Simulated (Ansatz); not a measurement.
## SiO2: a ladder of calculations

Cell of run 1: a COD entry (the cell was measured well above room temperature), atoms as given.

Space group P4_12_12 (No. 92); a = 4.9890, c = 6.9910 Å.

| site | Wyckoff | site symmetry | x | y | z |
| --- | --- | --- | --- | --- | --- |
| Si | 4a | ..2 | 0.2977 | 0.2977 | 0.0000 |
| O | 8b | 1 | 0.2410 | 0.0999 | 0.1760 |

One atom of each set is listed.

Relaxed positions (PBE, cell held):

Si (0.3028, 0.3028, 0.0000)
O (0.2377, 0.1119, 0.1826)

All runs are DFT with Ansatz 0.2.0 (plane waves and PAW, scalar-relativistic unless spin–orbit coupling is named, Γ-centred meshes, Fermi–Dirac smearing where given) in this cell.

Run 1: PBE, gradients read without the response of the cores, atoms as given; 420 eV, 4×4×3 k-points, smearing 0.02 eV.
Run 2: PBE, gradients read without the response of the cores, atoms relaxed; 420 eV, 4×4×3 k-points, smearing 0.02 eV.
Run 3: r2SCAN, gradients read without the response of the cores, at the relaxed atoms; 500 eV, 4×4×3 k-points, smearing 0.02 eV.

| run | Si V_zz (η) | O V_zz (η) |
| --- | --- | --- |
| 1 | -0.28 (0.45) | 9.51 (0.12) |
| 2 | ? | ? |
| 3 | -0.35 (0.67) | 9.77 (0.17) |

V_zz in 10²¹ V/m².

Q: Estimate the row of run 2.

A: Si: -0.35 (0.71); O: 9.85 (0.18). It lies nearest to run 3, from whose tensors on these sites it differs by 0.09 at most (largest principal value of the difference, on O). Taken one at a time, the positions of the atoms (as given or relaxed) move the tensors on these sites by up to 0.50 (largest principal value of the change, on O), the functional (r2SCAN with its higher cutoff) by 0.09 (O).

In runs 1, 3 the atoms aren't at the calculated equilibrium (largest force 0.45, 0.30 eV/Å). The cell isn't the equilibrium one in run 1 (calculated pressure 7 GPa), and the entry's cell may itself be off.
